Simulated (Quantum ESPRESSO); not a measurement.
Ta2Al3ZnNb2, finding a planted mistake in a log

A calculation, not a measurement. The program is pw.x of Quantum ESPRESSO 7.5 (plane-wave density functional theory). The cell is made up: eight metal atoms on a face-centred cubic lattice, with elements, volume, strain and displacements drawn at random and not relaxed, so it may be unstable or far from any real phase. PseudoDojo standard norm-conserving files set the functional (PBE unless stated); there is no spin polarisation or spin-orbit coupling, the Fermi-Dirac width of 0.25 eV means electrons at about 2900 K, and the masses in the input are unused placeholders. Heavy elements are run without spin-orbit coupling, which real alloys of them have. A spin test at this wide smearing found no moment, but such smearing suppresses magnetism that the real alloy may have.

Intended input:

```
&control calculation='scf', pseudo_dir='./dojo.nc.sr.pbe.v0_5.standard.upf', outdir='./o', disk_io='minimal', tprnfor=.true., tstress=.true. /
&system ibrav=0, nat=8, ntyp=4, nbnd=54, ecutwfc=84.00895049, nosym=.true., tot_charge=0,
 occupations='smearing', smearing='fd', degauss=0.0183746611
/
&electrons conv_thr=1.470e-08, electron_maxstep=70, mixing_beta=0.5 /
ATOMIC_SPECIES
Al 1.0 Al.upf
Nb 1.0 Nb.upf
Ta 1.0 Ta.upf
Zn 1.0 Zn.upf
CELL_PARAMETERS angstrom
-0.0123 -2.0576 -2.0456
-6.1588 -2.0975 0.0029
-2.0189 4.1016 -6.1354
ATOMIC_POSITIONS angstrom
Ta 0.0508 0.0134 0.024
Al -2.0474 2.1453 -4.0473
Zn -2.0047 0.004 -2.0691
Nb -4.0187 2.0785 -6.2149
Al -4.2495 0.048 -4.0014
Al -4.0976 -2.1261 -1.8981
Ta -6.1594 -0.0091 -6.0903
Nb -6.2339 -2.1575 -4.0674
K_POINTS automatic
8 4 3 1 1 1
```

The log is shortened where brackets say so; the opening notice, blank lines, dates and the lines on written files are dropped, and the path of the files is cut. It prints rydbergs, bohrs and kilobars, and counts compression as positive stress. Its total energy is the free energy E - TS of the whole cell.

Log of the intended run:

```
     Program PWSCF v.7.5
     Parallel version (MPI & OpenMP), running on       4 processor cores
     Number of MPI processes:                 4
     Threads/MPI process:                     1
     [start-up lines left out]
     bravais-lattice index     =            0
     lattice parameter (alat)  =       5.4829  a.u.
     unit-cell volume          =     930.8651 (a.u.)^3
     number of atoms/cell      =            8
     number of atomic types    =            4
     number of electrons       =        81.00
     number of Kohn-Sham states=           54
     kinetic-energy cutoff     =      84.0090  Ry
     charge density cutoff     =     336.0358  Ry
     scf convergence threshold =      1.5E-08
     mixing beta               =       0.5000
     number of iterations used =            8  plain     mixing
     Exchange-correlation= PBE
                           (   1   4   3   4   0   0   0)
     [axes and pseudopotential details left out]
   Cartesian axes
     site n.     atom                  positions (alat units)
         1        Ta     tau(   1) = (   0.0175086   0.0046184   0.0082718  )
         2        Al     tau(   2) = (  -0.7056498   0.7393917  -1.3949285  )
         3        Zn     tau(   3) = (  -0.6909330   0.0013786  -0.7131289  )
         4        Nb     tau(   4) = (  -1.3850713   0.7163687  -2.1420061  )
         5        Al     tau(   5) = (  -1.4646181   0.0165435  -1.3791088  )
         6        Al     tau(   6) = (  -1.4122647  -0.7327743  -0.6541926  )
         7        Ta     tau(   7) = (  -2.1228776  -0.0031364  -2.0990619  )
         8        Nb     tau(   8) = (  -2.1485545  -0.7435965  -1.4018561  )
     number of k points=    48  Fermi-Dirac smearing, width (Ry)=  0.0184
                       cart. coord. in units 2pi/alat
        k(    1) = (  -0.0534126  -0.0161771  -0.0720557), wk =   0.0416667
        k(    2) = (   0.0068376  -0.1928419   0.1052833), wk =   0.0416667
     [further k points left out]
     Dense  grid:    96733 G-vectors     FFT dimensions: (  32,  72,  90)
     Estimated max dynamical RAM per process >     279.43 MB
     Estimated total dynamical RAM >       1.02 GB
     Initial potential from superposition of free atoms
     starting charge      80.9861, renormalised to      81.0000
     Starting wfcs are   62 randomized atomic wfcs
     total cpu time spent up to now is        5.0 secs
     per-process dynamical memory:   208.9 Mb
     Self-consistent Calculation
     iteration #  1     ecut=    84.01 Ry     beta= 0.50
     Davidson diagonalization with overlap
     ethr =  1.00E-02,  avg # of iterations =  3.4
     total cpu time spent up to now is       16.2 secs
     total energy              =    -940.66290810 Ry
     estimated scf accuracy    <       1.73491225 Ry
     iteration #  2     ecut=    84.01 Ry     beta= 0.50
     Davidson diagonalization with overlap
     ethr =  2.14E-03,  avg # of iterations =  5.2
     total cpu time spent up to now is       28.4 secs
     total energy              =    -939.55475544 Ry
     estimated scf accuracy    <      25.77102795 Ry
     [iterations 3 to 14 left out]
     iteration # 15     ecut=    84.01 Ry     beta= 0.50
     Davidson diagonalization with overlap
     ethr =  1.89E-10,  avg # of iterations =  1.4
     total cpu time spent up to now is      153.7 secs
     total energy              =    -941.61821922 Ry
     estimated scf accuracy    <       0.00000002 Ry
     iteration # 16     ecut=    84.01 Ry     beta= 0.50
     Davidson diagonalization with overlap
     ethr =  2.23E-11,  avg # of iterations =  2.1
     total cpu time spent up to now is      164.8 secs
     End of self-consistent calculation
     [lines on levels left out]
!    total energy              =    -941.61821921 Ry
     estimated scf accuracy    <          9.8E-09 Ry
     smearing contrib. (-TS)   =      -0.07856193 Ry
     internal energy E=F+TS    =    -941.53965728 Ry
     The total energy is F=E-TS. E is the sum of the following terms:
     one-electron contribution =    -547.47793162 Ry
     hartree contribution      =     304.80109736 Ry
     xc contribution           =    -162.92827734 Ry
     ewald contribution        =    -535.93454568 Ry
     convergence has been achieved in  16 iterations
     Forces acting on atoms (cartesian axes, Ry/au):
     atom    1 type  3   force =    -0.01113351    0.02635172   -0.02376907
     atom    2 type  1   force =    -0.00766746   -0.01864464    0.00237515
     atom    3 type  4   force =    -0.02403711   -0.00217613    0.00535279
     atom    4 type  2   force =    -0.01629130   -0.02177534    0.04461315
     atom    5 type  1   force =     0.02616436   -0.01158258   -0.00671968
     atom    6 type  1   force =     0.00194062    0.02088148   -0.03641778
     atom    7 type  3   force =    -0.00202687   -0.01872128    0.02368531
     atom    8 type  2   force =     0.03305127    0.02566678   -0.00911986
     Total force =     0.102549     Total SCF correction =     0.000484
     Computing stress (Cartesian axis) and pressure
          total   stress  (Ry/bohr**3)                   (kbar)     P=       17.68
   0.00010132  -0.00004915  -0.00004844           14.90       -7.23       -7.13
  -0.00004915   0.00013327   0.00000552           -7.23       19.60        0.81
  -0.00004844   0.00000552   0.00012601           -7.13        0.81       18.54
     init_run     :      4.58s CPU      4.75s WALL (       1 calls)
     electrons    :    158.69s CPU    159.80s WALL (       1 calls)
     forces       :      1.41s CPU      1.42s WALL (       1 calls)
     stress       :      4.75s CPU      4.76s WALL (       1 calls)
     [timing details left out]
     PWSCF        :   2m49.65s CPU   2m50.97s WALL
     JOB DONE.
```

A second run was made from an input with one planted mistake. Its log:

```
     Program PWSCF v.7.5
     Parallel version (MPI & OpenMP), running on       4 processor cores
     Number of MPI processes:                 4
     Threads/MPI process:                     1
     [start-up lines left out]
     bravais-lattice index     =            0
     lattice parameter (alat)  =       5.4829  a.u.
     unit-cell volume          =     930.8651 (a.u.)^3
     number of atoms/cell      =            8
     number of atomic types    =            4
     number of electrons       =        81.00
     number of Kohn-Sham states=           54
     kinetic-energy cutoff     =      84.0090  Ry
     charge density cutoff     =     336.0358  Ry
     scf convergence threshold =      1.5E-08
     mixing beta               =       0.5000
     number of iterations used =            8  plain     mixing
     Exchange-correlation= PBE
                           (   1   4   3   4   0   0   0)
     [axes and pseudopotential details left out]
   Cartesian axes
     site n.     atom                  positions (alat units)
         1        Ta     tau(   1) = (   0.0175086   0.0046184   0.0082718  )
         2        Nb     tau(   2) = (  -0.7056498   0.7393917  -1.3949285  )
         3        Zn     tau(   3) = (  -0.6909330   0.0013786  -0.7131289  )
         4        Al     tau(   4) = (  -1.3850713   0.7163687  -2.1420061  )
         5        Al     tau(   5) = (  -1.4646181   0.0165435  -1.3791088  )
         6        Al     tau(   6) = (  -1.4122647  -0.7327743  -0.6541926  )
         7        Ta     tau(   7) = (  -2.1228776  -0.0031364  -2.0990619  )
         8        Nb     tau(   8) = (  -2.1485545  -0.7435965  -1.4018561  )
     number of k points=    48  Fermi-Dirac smearing, width (Ry)=  0.0184
                       cart. coord. in units 2pi/alat
        k(    1) = (  -0.0534126  -0.0161771  -0.0720557), wk =   0.0416667
        k(    2) = (   0.0068376  -0.1928419   0.1052833), wk =   0.0416667
     [further k points left out]
     Dense  grid:    96733 G-vectors     FFT dimensions: (  32,  72,  90)
     Estimated max dynamical RAM per process >     279.43 MB
     Estimated total dynamical RAM >       1.02 GB
     Initial potential from superposition of free atoms
     starting charge      80.9861, renormalised to      81.0000
     Starting wfcs are   62 randomized atomic wfcs
     total cpu time spent up to now is        5.0 secs
     per-process dynamical memory:   208.9 Mb
     Self-consistent Calculation
     iteration #  1     ecut=    84.01 Ry     beta= 0.50
     Davidson diagonalization with overlap
     ethr =  1.00E-02,  avg # of iterations =  3.4
     total cpu time spent up to now is       15.8 secs
     total energy              =    -940.72291401 Ry
     estimated scf accuracy    <       1.57989887 Ry
     iteration #  2     ecut=    84.01 Ry     beta= 0.50
     Davidson diagonalization with overlap
     ethr =  1.95E-03,  avg # of iterations =  4.7
     total cpu time spent up to now is       27.7 secs
     total energy              =    -939.59722351 Ry
     estimated scf accuracy    <      24.90433377 Ry
     [iterations 3 to 13 left out]
     iteration # 14     ecut=    84.01 Ry     beta= 0.50
     Davidson diagonalization with overlap
     ethr =  9.98E-11,  avg # of iterations =  1.8
     total cpu time spent up to now is      147.2 secs
     total energy              =    -941.59025221 Ry
     estimated scf accuracy    <       0.00000003 Ry
     iteration # 15     ecut=    84.01 Ry     beta= 0.50
     Davidson diagonalization with overlap
     ethr =  3.53E-11,  avg # of iterations =  1.0
     total cpu time spent up to now is      155.5 secs
     End of self-consistent calculation
     [lines on levels left out]
!    total energy              =    -941.59025221 Ry
     estimated scf accuracy    <          2.0E-09 Ry
     smearing contrib. (-TS)   =      -0.08799064 Ry
     internal energy E=F+TS    =    -941.50226157 Ry
     The total energy is F=E-TS. E is the sum of the following terms:
     one-electron contribution =    -562.14317541 Ry
     hartree contribution      =     312.19306527 Ry
     xc contribution           =    -162.93649343 Ry
     ewald contribution        =    -528.61565800 Ry
     convergence has been achieved in  15 iterations
     Forces acting on atoms (cartesian axes, Ry/au):
     atom    1 type  3   force =    -0.03604830    0.01298516   -0.02026664
     atom    2 type  2   force =    -0.06254358   -0.02477765    0.02334089
     atom    3 type  4   force =    -0.02384389   -0.00765633    0.00953627
     atom    4 type  1   force =    -0.02922722   -0.00159734    0.02250347
     atom    5 type  1   force =     0.04263806   -0.01139365   -0.00598652
     atom    6 type  1   force =    -0.00177620    0.02085059   -0.03291917
     atom    7 type  3   force =     0.06836477    0.01763619   -0.00752469
     atom    8 type  2   force =     0.04243635   -0.00604696    0.01131639
     Total force =     0.139795     Total SCF correction =     0.000172
     Computing stress (Cartesian axis) and pressure
          total   stress  (Ry/bohr**3)                   (kbar)     P=       19.92
   0.00033241  -0.00014739  -0.00004053           48.90      -21.68       -5.96
  -0.00014739   0.00004959  -0.00009896          -21.68        7.30      -14.56
  -0.00004053  -0.00009896   0.00002417           -5.96      -14.56        3.56
     init_run     :      4.76s CPU      4.92s WALL (       1 calls)
     electrons    :    149.78s CPU    150.46s WALL (       1 calls)
     forces       :      1.42s CPU      1.43s WALL (       1 calls)
     stress       :      4.74s CPU      4.75s WALL (       1 calls)
     [timing details left out]
     PWSCF        :   2m40.82s CPU   2m41.70s WALL
     JOB DONE.
```

Question: the log repeats what the program read. Compare it with the intended run: what was wrong in the second input?

Answer: two atoms have their elements exchanged. The input lines that differ:

```
- Al -2.0474 2.1453 -4.0473
+ Nb -2.0474 2.1453 -4.0473
- Nb -4.0187 2.0785 -6.2149
+ Al -4.0187 2.0785 -6.2149
```

|  | intended run | run with the mistake |
| --- | --- | --- |
| free energy (eV) | -12811.369 | -12810.988 |
| entropy term -TS, part of it (eV) | -1.069 | -1.197 |
| pressure (GPa) | 1.77 | 1.99 |
| size of the largest force component (eV/Å) | 1.147 | 1.758 |
| largest change of a force component (eV/Å) |  | 1.810 |
| iterations | 16 | 15 |

For scale, a rerun of the intended cell at a higher cutoff and on a denser mesh moved values by no more than 0.003 eV in energy, 0.05 GPa in stress and 0.007 eV/Å in force, and a second program with other atomic files agreed on that cell to 2 % rms in force and 0.5 GPa in pressure.